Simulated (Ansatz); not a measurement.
Data:

Relaxed HfO2 (fluorite):

```
CELL_PARAMETERS angstrom
      0.00000     5.05847     5.05847
      2.52923     0.00000     2.52923
      2.52923     2.52923     0.00000
ATOMIC_POSITIONS crystal
  Hf 0.00000 0.00000 0.00000
  Hf 0.50000 0.00000 0.00000
  O  0.12500 0.25000 0.25000
  O  0.62500 0.25000 0.25000
  O  0.37500 0.75000 0.75000
  O  0.87500 0.75000 0.75000
```

Scan: atom 5 (O, nearest neighbour Hf at 2.190 Å; its periodic images, 3.6 Å or more away, move with it) is displaced along Cartesian [111], direction (0.577, 0.577, 0.577) in Cartesian axes, by s. The other atoms stay.

Level of theory: r2SCAN (plane waves to 500 eV, PAW, scalar-relativistic; Ansatz, a program for electronic structure). k mesh 9×9×9 (Γ-centred), Fermi-Dirac smearing 0.05 eV. E stands for the smeared free energy. Left out: 3 of 11 points, with atoms too close for the PAW data. HfO2 is run without spin polarisation. HfO2 was relaxed with its symmetry unable to fall. Spin-orbit coupling is left out, though Hf is heavy. This is a high-temperature form of HfO2. ΔE is measured from the undisplaced structure.

The scan covers s from -0.660 to 0.264 Å in 8 points.

Task: Is the energy the same for displacements of ±0.264 Å, and if not, which side lies higher?

Result: Not even: the positive side lies higher at ±0.264 Å. With its periodic images moving along, the atom's site symmetry in this cell is 3m.

Task: What force acts on the atom along the line at s = -0.660 Å?

Result: 3.91 eV/Å.

Task: What is the energy change at s = 0.264 Å?

Result: 572 meV/cell.

Task: What is the force constant k = d²E/ds² of this move at s = 0?

Result: 12.7 eV/Å².

(For displaced atoms, the force is minus the slope of the energy, and its curvature is a force constant, which sets phonon frequencies.)
